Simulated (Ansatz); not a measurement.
Li3Au, DFT, PBEsol, PAW with Ansatz's default frozen-core files, scalar-relativistic (Ansatz 0.2.0), run on 1 thread of Arm Neoverse V2 on a shared host.

The geometry is COD entry 1510223, unchecked; take it as a test cell. The listed cell was then made from it by scaling, straining or moving an atom.

Command: `ansatz run input.yaml --threads 1 --pin off --max-ram 4096MiB --backend cpu --events-out ev --progress --plain --runs-dir out`

```yaml
crystal:
  lattice:
    - [0.0, 3.1084136985, 3.1084136985]
    - [3.1084136985, 0.0, 3.1084136985]
    - [3.1084136985, 3.1084136985, 0.0]
  atoms:
    - { symbol: Li, position: [0.25, 0.25, 0.25] }
    - { symbol: Li, position: [0.75, 0.75, 0.75] }
    - { symbol: Li, position: [0.5, 0.5, 0.5] }
    - { symbol: Au, position: [0.0, 0.0, 0.0] }
kpoints:
  mp_grid: { grid: [10, 10, 10] }
scf:
  occupations: { method: fermi_dirac, width: 0.03 }
hamiltonian:
  xc: pbesol
  pseudopotentials: { kind: paw }
output:
  forces: true
  stress: true
  eigenvalues: true
  efg: { contact_densities: true }
  write_density: true
  write_potential: true
  elf: true
  volumetric_format: npy
```

Q: How large is the problem that the program sets up?

A: 47 irreducible k-points, 1211 plane waves at Γ, 18 bands.

Q: About how long does it take, and how much memory does it use?

A: 4.7 s of wall time for 6 SCF iterations, with a peak of 0.4 GiB. Times on shared machines scatter by tens of per cent.

Q: And the same cell and mesh by all-electron PAW (datasets made for this crystal), asked for forces, stress, eigenvalues, efg, on the same hardware?

A: 6.3 s, peak memory 0.47 GiB.
